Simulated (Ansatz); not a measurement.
**Band table of LiRh**

```xyz
2
Lattice="2.4831 0.0000 0.0000 -1.2415 2.1504 0.0000 0.0000 0.0000 3.7023" Properties=species:S:1:pos:R:3 pbc="T T T"
Li    0.0000    0.0000    1.8511
Rh    1.2415    0.7168    0.0000
```

The base volume is that of a database entry, with shape and atoms relaxed on PAW files at held volume, so it needn't be at zero pressure; the structure needn't be the stable phase, at rest or compressed.

All numbers are PBEsol results (scalar-relativistic) from Ansatz 0.2.0, with a Γ-centred 16×16×8 k mesh, Fermi–Dirac smearing of 0.05 eV, spin-polarised from start moments Rh2 1 μB. Methods: LAPW: all electrons, basis error target 1 meV/atom.

This run: volume at 0.75 of the series' base cell.

The start moments died away, and the runs ended non-magnetic.

Path points, in fractions of the reciprocal vectors: Γ (0.000, 0.000, 0.000), M (0.500, 0.000, 0.000), K (0.333, 0.333, 0.000), A (0.000, 0.000, 0.500), L (0.500, 0.000, 0.500), H (0.333, 0.333, 0.500). Levels in eV from the Fermi level; bands 14 to 21, counted from the lowest band of the run. The gap is zero, the pressure 52.1 GPa.

```
# k(1/Å) point b14 b15 b16 b17 b18 b19 b20 b21
0.000 Γ -6.97 -4.57 -2.88 -2.88 0.39 0.39 1.76 11.78
0.243 - -6.66 -4.48 -3.08 -2.62 -0.69 0.32 2.98 11.69
0.487 - -5.90 -4.28 -3.36 -2.06 -1.89 0.13 4.75 11.32
0.730 - -5.56 -4.03 -3.22 -2.69 -0.77 -0.13 6.56 10.36
0.974 - -5.94 -4.10 -3.59 -0.98 -0.37 0.53 8.24 8.80
1.217 - -6.33 -4.64 -3.20 -0.54 0.86 1.65 7.32 9.53
1.461 M -6.48 -4.83 -3.04 -0.60 1.75 2.12 6.64 10.04
1.601 - -6.35 -4.78 -3.01 -0.75 0.98 2.79 6.70 10.27
1.742 - -5.98 -4.66 -2.93 -1.14 0.02 3.43 6.83 10.90
1.883 - -5.41 -4.44 -2.81 -1.69 -0.91 3.86 6.91 10.26
2.023 - -4.70 -4.16 -2.69 -2.28 -1.78 4.11 6.76 9.97
2.164 - -3.94 -3.82 -2.83 -2.67 -2.46 4.24 6.45 10.00
2.304 K -3.56 -3.37 -3.17 -3.14 -2.50 4.28 6.29 10.06
2.586 - -4.18 -4.01 -2.70 -2.59 -2.39 4.04 7.06 9.78
2.867 - -4.56 -4.05 -3.28 -2.95 -1.44 2.78 8.87 9.95
3.148 - -4.53 -4.16 -3.54 -3.50 -0.62 0.56 7.66 10.29
3.429 - -5.52 -4.18 -3.69 -2.41 -1.39 -0.04 5.37 11.19
3.710 - -6.55 -4.46 -3.15 -2.53 -0.91 0.29 3.25 11.66
3.991 Γ -6.97 -4.57 -2.88 -2.88 0.39 0.39 1.76 11.78
4.133 - -6.96 -4.50 -2.88 -2.88 0.38 0.38 1.58 12.00
4.274 - -6.94 -4.30 -2.87 -2.87 0.36 0.36 1.09 12.59
4.416 - -6.92 -3.97 -2.87 -2.87 0.33 0.33 0.38 13.42
4.557 - -6.90 -3.50 -2.86 -2.86 -0.41 0.30 0.30 14.29
4.698 - -6.89 -2.94 -2.85 -2.85 -1.20 0.28 0.28 14.99
4.840 A -6.89 -2.85 -2.85 -2.53 -1.69 0.27 0.27 15.26
5.083 - -6.55 -3.06 -2.59 -2.41 -2.09 0.18 0.51 15.46
5.327 - -5.75 -3.38 -2.91 -2.07 -1.86 -0.04 0.94 15.64
5.570 - -5.47 -3.77 -2.72 -1.54 -0.74 -0.33 1.31 14.39
5.814 - -5.90 -4.49 -1.36 -0.60 -0.39 0.55 1.62 12.71
6.057 - -6.30 -4.96 -0.81 -0.80 1.66 1.69 1.85 11.54
6.301 L -6.45 -5.12 -0.87 -0.63 1.94 2.12 2.83 10.97
6.441 - -6.33 -5.08 -1.04 -0.63 1.28 2.09 3.72 10.85
6.582 - -5.96 -4.97 -1.48 -0.61 0.21 2.45 4.91 10.17
6.723 - -5.38 -4.78 -2.03 -0.82 -0.56 2.89 6.12 9.32
6.863 - -4.67 -4.55 -2.58 -1.71 -0.56 3.35 7.33 8.50
7.004 - -4.29 -3.90 -3.05 -2.49 -0.55 3.71 7.89 8.49
7.144 H -4.15 -3.36 -3.26 -3.01 -0.55 3.86 7.65 9.22
7.425 - -4.43 -4.14 -2.68 -2.54 -0.55 3.36 6.80 8.53
7.707 - -4.50 -4.45 -3.00 -1.76 -0.77 2.52 3.64 10.54
7.988 - -4.37 -3.99 -3.99 -1.33 -0.90 0.76 1.77 13.13
8.269 - -5.33 -3.75 -3.16 -1.93 -1.34 -0.23 1.14 15.63
8.550 - -6.44 -3.13 -2.50 -2.37 -2.20 0.15 0.58 15.52
8.831 A -6.89 -2.85 -2.85 -2.53 -1.69 0.27 0.27 15.26
```
